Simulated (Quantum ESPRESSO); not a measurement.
Zn2CaMgO4, input and log of a self-consistent run

Simulated, not a measurement. The program is pw.x of Quantum ESPRESSO 7.5 (plane-wave density functional theory). The cell is made up: 8 atoms on a rocksalt lattice, with randomly drawn elements, strain and displacements, not relaxed. PseudoDojo standard norm-conserving files (v0.5 for PBE, v0.4.1 for LDA and PBEsol) set the functional; there is no spin polarisation, spin-orbit coupling or dispersion term, and the masses in the input are unused placeholders.

Input:

```
&control calculation='scf', pseudo_dir='./dojo.nc.sr.pbe.v0_5.standard.upf', outdir='./o', disk_io='medium', tprnfor=.true., tstress=.true. /
&system ibrav=0, nat=8, ntyp=4, nbnd=48, ecutwfc=105.61755193, nosym=.true., tot_charge=0,
 occupations='smearing', smearing='fd', degauss=0.0018374661
/
&electrons conv_thr=7.350e-09, electron_maxstep=60, /
ATOMIC_SPECIES
Ca 1.0 Ca.upf
Mg 1.0 Mg.upf
O 1.0 O.upf
Zn 1.0 Zn.upf
CELL_PARAMETERS angstrom
4.4431 -0.0356 0.0673
-0.0356 4.4789 -0.0224
0.0673 -0.0224 4.5243
ATOMIC_POSITIONS angstrom
Zn -0.0009 0.0373 -0.0382
Zn 0.0441 2.2532 2.2205
Ca 2.2846 -0.0496 2.3353
Mg 2.2107 2.2001 0.0845
O 2.2155 0.0305 0.0341
O 2.2461 2.2329 2.2989
O 4.5191 -0.0293 2.324
O 4.4533 2.2264 0.0936
K_POINTS automatic
6 6 6 1 1 1
```

The log is shortened where brackets say so; the opening notice, blank lines, dates and the lines on written files are dropped, and the path of the files is cut. It prints rydbergs, bohrs and kilobars, and counts compression as positive stress.

```
     Program PWSCF v.7.5
     Parallel version (MPI & OpenMP), running on       1 processor cores
     Number of MPI processes:                 1
     Threads/MPI process:                     1
     [start-up lines left out]
     bravais-lattice index     =            0
     lattice parameter (alat)  =       8.3975  a.u.
     unit-cell volume          =     607.3929 (a.u.)^3
     number of atoms/cell      =            8
     number of atomic types    =            4
     number of electrons       =        84.00
     number of Kohn-Sham states=           48
     kinetic-energy cutoff     =     105.6176  Ry
     charge density cutoff     =     422.4702  Ry
     scf convergence threshold =      7.3E-09
     mixing beta               =       0.7000
     number of iterations used =            8  plain     mixing
     Exchange-correlation= PBE
                           (   1   4   3   4   0   0   0)
     [axes and pseudopotential details left out]
   Cartesian axes
     site n.     atom                  positions (alat units)
         1        Zn     tau(   1) = (  -0.0002025   0.0083938  -0.0085963  )
         2        Zn     tau(   2) = (   0.0099240   0.5070490   0.4996903  )
         3        Ca     tau(   3) = (   0.5141151  -0.0111617   0.5255243  )
         4        Mg     tau(   4) = (   0.4974850   0.4950996   0.0190155  )
         5        O      tau(   5) = (   0.4985651   0.0068636   0.0076737  )
         6        O      tau(   6) = (   0.5054512   0.5024808   0.5173331  )
         7        O      tau(   7) = (   1.0169559  -0.0065935   0.5229814  )
         8        O      tau(   8) = (   1.0021486   0.5010180   0.0210633  )
     number of k points=   108  Fermi-Dirac smearing, width (Ry)=  0.0018
     Number of k-points >= 100: set verbosity='high' to print them.
     Dense  grid:    89087 G-vectors     FFT dimensions: (  60,  60,  60)
     Estimated max dynamical RAM per process >     127.27 MB
     Initial potential from superposition of free atoms
     starting charge      83.9940, renormalised to      84.0000
     Starting wfcs are   46 randomized atomic wfcs +    2 random wfcs
     total cpu time spent up to now is       21.1 secs
     per-process dynamical memory:    73.6 Mb
     Self-consistent Calculation
     iteration #  1     ecut=   105.62 Ry     beta= 0.70
     Davidson diagonalization with overlap
     ethr =  1.00E-02,  avg # of iterations =  6.5
     total cpu time spent up to now is       85.1 secs
     total energy              =   -1164.21266106 Ry
     estimated scf accuracy    <       1.98770178 Ry
     iteration #  2     ecut=   105.62 Ry     beta= 0.70
     Davidson diagonalization with overlap
     ethr =  2.37E-03,  avg # of iterations =  3.9
     total cpu time spent up to now is      164.8 secs
     total energy              =   -1164.56828627 Ry
     estimated scf accuracy    <       3.20455041 Ry
     iteration #  3     ecut=   105.62 Ry     beta= 0.70
     Davidson diagonalization with overlap
     ethr =  2.37E-03,  avg # of iterations =  3.4
     total cpu time spent up to now is      247.2 secs
     total energy              =   -1165.17101459 Ry
     estimated scf accuracy    <       0.04268861 Ry
     iteration #  4     ecut=   105.62 Ry     beta= 0.70
     Davidson diagonalization with overlap
     ethr =  5.08E-05,  avg # of iterations =  5.8
     total cpu time spent up to now is      360.8 secs
     total energy              =   -1165.18634628 Ry
     estimated scf accuracy    <       0.04326098 Ry
     iteration #  5     ecut=   105.62 Ry     beta= 0.70
     Davidson diagonalization with overlap
     ethr =  5.08E-05,  avg # of iterations =  2.0
     total cpu time spent up to now is      421.0 secs
     total energy              =   -1165.19243897 Ry
     estimated scf accuracy    <       0.00182297 Ry
     [iterations 6 to 7 left out]
     iteration #  8     ecut=   105.62 Ry     beta= 0.70
     Davidson diagonalization with overlap
     ethr =  9.50E-08,  avg # of iterations =  2.0
     total cpu time spent up to now is      701.3 secs
     total energy              =   -1165.19286604 Ry
     estimated scf accuracy    <       0.00000460 Ry
     iteration #  9     ecut=   105.62 Ry     beta= 0.70
     Davidson diagonalization with overlap
     ethr =  5.47E-09,  avg # of iterations =  3.1
     total cpu time spent up to now is      842.8 secs
     total energy              =   -1165.19286692 Ry
     estimated scf accuracy    <       0.00000039 Ry
     iteration # 10     ecut=   105.62 Ry     beta= 0.70
     Davidson diagonalization with overlap
     ethr =  4.62E-10,  avg # of iterations =  3.7
     total cpu time spent up to now is      912.8 secs
     total energy              =   -1165.19286701 Ry
     estimated scf accuracy    <       0.00000008 Ry
     iteration # 11     ecut=   105.62 Ry     beta= 0.70
     Davidson diagonalization with overlap
     ethr =  9.96E-11,  avg # of iterations =  2.6
     total cpu time spent up to now is      965.5 secs
     total energy              =   -1165.19286703 Ry
     estimated scf accuracy    <       0.00000002 Ry
     iteration # 12     ecut=   105.62 Ry     beta= 0.70
     Davidson diagonalization with overlap
     ethr =  2.19E-11,  avg # of iterations =  2.0
     total cpu time spent up to now is     1020.3 secs
     End of self-consistent calculation
     [lines on levels left out]
!    total energy              =   -1165.19286703 Ry
     estimated scf accuracy    <          1.2E-09 Ry
     smearing contrib. (-TS)   =      -0.00000000 Ry
     internal energy E=F+TS    =   -1165.19286703 Ry
     The total energy is F=E-TS. E is the sum of the following terms:
     one-electron contribution =    -717.71275036 Ry
     hartree contribution      =     391.38211912 Ry
     xc contribution           =    -154.38308886 Ry
     ewald contribution        =    -684.47914693 Ry
     convergence has been achieved in  12 iterations
     Forces acting on atoms (cartesian axes, Ry/au):
     atom    1 type  4   force =     0.00318996   -0.00221310    0.00429921
     atom    2 type  4   force =    -0.00034342   -0.00223919    0.00223083
     atom    3 type  1   force =     0.00317987    0.01790944   -0.01356137
     atom    4 type  2   force =     0.00054413    0.00430938   -0.00726679
     atom    5 type  3   force =     0.00640149   -0.00316190    0.01332252
     atom    6 type  3   force =     0.00287257   -0.01486463   -0.00185039
     atom    7 type  3   force =    -0.01097781    0.00061248    0.00461922
     atom    8 type  3   force =    -0.00486680   -0.00035248   -0.00179323
     Total force =     0.035503     Total SCF correction =     0.000116
     Computing stress (Cartesian axis) and pressure
          total   stress  (Ry/bohr**3)                   (kbar)     P=      -14.48
  -0.00005464   0.00009984  -0.00017781           -8.04       14.69      -26.16
   0.00009984  -0.00008442   0.00007077           14.69      -12.42       10.41
  -0.00017781   0.00007077  -0.00015617          -26.16       10.41      -22.97
     init_run     :     19.30s CPU     20.98s WALL (       1 calls)
     electrons    :    987.26s CPU    999.28s WALL (       1 calls)
     forces       :     11.73s CPU     11.92s WALL (       1 calls)
     stress       :     43.67s CPU     43.90s WALL (       1 calls)
     [timing details left out]
     PWSCF        :  17m42.42s CPU  17m57.15s WALL
     JOB DONE.
```

In other units: free energy -15853.257 eV for the cell, pressure -1.45 GPa, largest force component 0.460 eV/Å. This run is the check on a run of the same cell at 1143 eV and a 4 x 4 x 4 mesh: rerunning at 1437 eV and a 6 x 6 x 6 mesh moved values by no more than 0.002 eV in energy, 0.04 GPa in stress and 0.005 eV/Å in force.